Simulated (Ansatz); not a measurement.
## Run record: bands, slopes and optics on a fine k mesh of CaO (Fm-3m)

Level of theory: r²SCAN, PAW on Ansatz 0.2.0's default frozen-core files (fitted under PBE), scalar-relativistic.

The cell comes from a PAW relaxation under the same functional.

Command line:

```sh
ansatz run input.yaml --threads 1 --pin off --max-ram 3072MiB --backend cpu --events-out ev --progress --plain --runs-dir out
```

input.yaml:

```yaml
crystal:
  lattice:
    - [0.0, 2.39744023889, 2.39744023889]
    - [2.39744023889, 0.0, 2.39744023889]
    - [2.39744023889, 2.39744023889, 0.0]
  atoms:
    - { symbol: Ca, position: [0.0, 0.0, 0.0] }
    - { symbol: O, position: [0.5, 0.5, 0.5] }
kpoints:
  mp_grid: { grid: [8, 8, 8] }
scf:
  occupations: { method: fixed }
hamiltonian:
  xc: r2scan
  pseudopotentials: { kind: paw }
output:
  forces: true
  stress: true
  eigenvalues: true
  eigenstates:
    nscf_kmesh: { grid: [14, 14, 14] }
    de_dk: true
    e_range: [-9, 14.19911246212]
  optics:
    e_range: [0, 20]
    de: 0.2
    sigma: 0.15
    bands: { spectra_wanted_up_to: 20 }
    nscf_kmesh: { grid: [14, 14, 14] }
checkpoint:
  write: ck
  write_wavefunctions: false
```

Output:

```
Warning: RAYON_NUM_THREADS=1 ignored (pool sized by the plan → 1); use --threads N
Engine: ansatz 0.2.0, x86_64-unknown-linux-gnu
Pseudopotentials: kind: paw
Pseudopotential: Ca, paw, valence charge 10, recommended cutoff 500 eV (meta_gga), Ca.paw.azcp
Pseudopotential: O, paw, valence charge 6, recommended cutoff 500 eV (meta_gga), O.paw.azcp
Functional definition: r2SCAN
  parameter k0 = 0.174
  parameter k1 = 0.065
  parameter a1 = 4.9479
  exchange = r2scan_x(k0 = k0, k1 = k1, a1 = a1)
  correlation = r2scan_c
Crystal: 2 atoms, lattice volume = 27.560 Å³
Basis set: ecut = 500 eV, 725 PW (Γ), exchange–correlation on 100×100×100 points (64 copies of the dense FFT grid, shifted against one another)
Bands: 12, of which v1, the nominal top of the filled ones, is band 8 counted from 1 (7 counted from 0)
Symmetry: 48 space group operations
Space group: Fm-3m (ITA 225), of the structure as read, at distance tolerance 3.0e-5 Å
k-points: 29 of 512
Non-local potential: Ca, projectors of the file, l = 0: 3, l = 1: 2, l = 2: 2
Non-local potential: O, projectors of the file, l = 0: 2, l = 1: 2, l = 2: 1
[... 23 lines left out ...]
output.optics: what the bands over the 24 summed would add to eps1, eps2 and the energy-loss function is held between a lower and an upper bound (7 Lanczos steps). eps1, eps2 and their loss function (loss_summed_bands) are given ...
SCF converged after 8 iterations
Free energy (F): -2394.094303 eV
Harris-Foulkes:  -2394.094303 eV  (|F-HF|=9.09e-13)
Internal energy: -2394.094303 eV  (E = F + TS)
E sigma→0 (E₀):  -2394.094303 eV
Fermi energy:    7.430529 eV
--- Per-component energies (eV) ---
  E_band       = -112.900166
  E_kinetic    = 457.213303
  E_local      = -887.295667  (includes V_loc(G=0)·N_el)
  E_nonlocal   = 110.435112
  E_hartree    = 294.474971
  E_xc         = -212.388457
  E_vxc        = -302.836681  (∫ρ·V_xc dr)
  E_paw        = -1023.638001  (= ΣΔE_a)
  E_vpaw       = -98.005803  (= ΣTr[D̂ρ^β])
  E_aug_tail   = 0.001010  (compensation charges beyond the density's cutoff)
  E_vtau       = 18.638640  (kinetic-family band-sum trace: ∫τ·v_τ [+ j·A + Jᵃ·Aᵃ] dr)
  E_ewald      = -1132.643967
  E_core_change = -0.252606  (= ΣΔE_core)
  E_smearing   = -0.000000  (= −TS)
  E_closure    = -0.000000  (closes the sum)
  Σ components = -2394.094303   (vs F -2394.094303, Δ=0.00e0)
--- Forces (eV/Å), atoms counted from 1 ---
  atom   1  Ca    -0.00000000     0.00000000     0.00000000
  atom   2  O      0.00000000     0.00000000    -0.00000000
  max |Σ_I F_I| component: 2.00e-29 eV/Å
--- Stress (GPa, compression-positive) ---
       -0.003217      -0.000000       0.000000
       -0.000000      -0.003217      -0.000000
        0.000000      -0.000000      -0.003217
  P = ⅓ Tr σ = -0.0032 GPa (-0.032 kbar)
--- Fermi surface from the table of eigenstates not read: on its mesh, or on one of the eight of every second point, the electrons fill whole bands (an insulator's do; a metal wants a denser output.eigenstates.nscf_kmesh) ---
```

Self-consistency was reached.

Optical peaks:

Independent-particle optical response of a crystal from Kohn-Sham bands on the fine mesh, no local fields or excitons; Cartesian axes as in the input; highest local maxima between 0.6 eV and the top less 1.5 eV.

* Fine mesh: 14, 14, 14
* Window top: 20 eV
* Line width: 0.15 eV
* Highest loss peak energy x: 12.86 eV
* Highest loss peak height x: 2.593
* Highest eps2 peak energy x: 10.33 eV
* Highest eps2 peak height x: 6.896
* Dielectric electronic (x, y, z): 3.564, 3.564, 3.564
* Refractive index at 1 eV, x-polarised: 1.897
* Refractive index at 2 eV, x-polarised: 1.925

### Dielectric function

```json
{"Fine mesh": "14, 14, 14", "Line width": "0.15 eV"}
```

| photon energy (eV) | dielectric real xx | dielectric imag xx |
| --- | --- | --- |
| 0.4 | 3.57 | 0 |
| 0.8 | 3.586 | 0 |
| 1.2 | 3.613 | 0 |
| 1.6 | 3.653 | 0 |
| 2 | 3.707 | 0 |
| 2.4 | 3.779 | 0 |
| 2.8 | 3.873 | 0 |
| 3.2 | 3.998 | 0 |
| 3.6 | 4.17 | 0 |
| 4 | 4.425 | 0 |
| 4.4 | 4.933 | 0.02 |
| 4.8 | 5.425 | 0.935 |
| 5.2 | 5.168 | 1.422 |
| 5.6 | 5.148 | 1.83 |
| 6 | 4.905 | 2.244 |
| 6.4 | 4.686 | 2.561 |
| 6.8 | 4.369 | 2.978 |
| 7.2 | 3.966 | 2.896 |
| 7.6 | 3.9 | 2.924 |
| 8 | 3.931 | 3.025 |
| 8.4 | 4.235 | 3.268 |
| 8.8 | 4.27 | 4.705 |
| 9.2 | 2.715 | 5.468 |
| 9.6 | 1.792 | 4.251 |
| 10 | 2.856 | 5.535 |
| 10.4 | -0.214 | 6.896 |
| 10.8 | -2.062 | 4.321 |
| 11.2 | -1.828 | 2.615 |
| 11.6 | -1.74 | 1.8 |
| 12 | -1.283 | 1.23 |
| 12.4 | -0.634 | 0.454 |
| 12.8 | -0.036 | 0.382 |
| 13.2 | 0.323 | 0.347 |
| 13.6 | 0.582 | 0.362 |
| 14 | 0.765 | 0.368 |
| 14.4 | 0.931 | 0.316 |
| 14.8 | 1.163 | 0.247 |
| 15.2 | 1.495 | 0.313 |
| 15.6 | 1.822 | 0.388 |
| 16 | 2.453 | 1.308 |
| 16.4 | 1.36 | 1.6 |
| 16.8 | 1.111 | 1.349 |
| 17.2 | 1.113 | 1.225 |
| 17.6 | 0.975 | 1.212 |
| 18 | 0.962 | 1.04 |
| 18.4 | 0.965 | 0.98 |
| 18.8 | 0.96 | 0.816 |
| 19.2 | 1.186 | 0.693 |
| 19.6 | 1.447 | 0.951 |
| 20 | 0.901 | 1.211 |

**Optical constants**

Normal incidence from vacuum, light polarised along x.

* Fine mesh: 14, 14, 14
* Line width: 0.15 eV

| photon energy (eV) | refractive index | extinction | reflectivity | loss function | absorption (×10⁵ cm⁻¹) |
| --- | --- | --- | --- | --- | --- |
| 1.2 | 1.901 | 0 | 0.0964 | 0 | 0 |
| 2.4 | 1.944 | 0 | 0.1028 | 0 | 0 |
| 3.6 | 2.042 | 0 | 0.1173 | 0 | 0 |
| 4.8 | 2.338 | 0.2 | 0.1636 | 0.0308 | 0.972 |
| 6 | 2.269 | 0.494 | 0.1697 | 0.0771 | 3.007 |
| 7.2 | 2.107 | 0.687 | 0.1676 | 0.1201 | 5.016 |
| 8.4 | 2.189 | 0.746 | 0.1837 | 0.1142 | 6.355 |
| 9.6 | 1.79 | 1.188 | 0.2213 | 0.1997 | 11.56 |
| 10.8 | 1.167 | 1.851 | 0.4251 | 0.1885 | 20.26 |
| 12 | 0.497 | 1.237 | 0.4727 | 0.3894 | 15.04 |
| 13.2 | 0.632 | 0.275 | 0.0772 | 1.543 | 3.678 |
| 14.4 | 0.978 | 0.162 | 0.0068 | 0.3274 | 2.361 |
| 15.6 | 1.357 | 0.143 | 0.0266 | 0.1118 | 2.26 |
| 16.8 | 1.196 | 0.564 | 0.0694 | 0.4417 | 9.607 |
| 18 | 1.09 | 0.477 | 0.0512 | 0.5184 | 8.7 |
| 19.2 | 1.131 | 0.306 | 0.0239 | 0.3672 | 5.959 |

Known limits: frozen-core PAW files fitted under PBE, their cores solved anew for the functional of the run; semilocal gaps are low, and what follows the gap (onsets, screening, light masses) shifts with it.

It took 36 s on 1 thread of Intel(R) Xeon(R) Platinum 8259CL CPU @ 2.50GHz (Skylake/Cascade Lake) (shared host), peak memory 0.76 GiB.
